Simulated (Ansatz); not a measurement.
## NaF, a database entry at a rescaled volume

```
F Na
1.0
     0.00000    2.34318    2.34318
     2.34318    0.00000    2.34318
     2.34318    2.34318    0.00000
F Na
1 1
Direct
  0.50000 0.50000 0.50000
  0.00000 0.00000 0.00000
```

The numbers come from plane-wave PAW DFT (Ansatz): PBE, no spin polarisation, 420 eV, 9×9×9 Γ-centred k points, fermi-dirac occupations (width 0.0386 eV). Nothing was relaxed.

**Contacts.** F–Na at 2.34 Å: least valence density 0.12 e/Å³ and ELF 0.02 there, a closed-shell (ionic or weak) contact. These are pseudo-fields; inside the PAW spheres they differ from the all-electron ones.
**Charges.** Bader charges in e: Na +0.88, F -0.88. In the mean Na gives up most and F takes most.
**Band edges.** Within 0.7 eV of the edges, the states project mainly on F p (99 %) below the gap and on Na s (75 %) and F s (18 %) above it.
**Stress.** The pressure is 0.4 GPa (compression positive), so with the atoms held at these fractions the cell is close to zero pressure.
**Electronic structure.** The gap is 6.14 eV, direct at the points sampled.

Origin: a database entry at a rescaled volume.
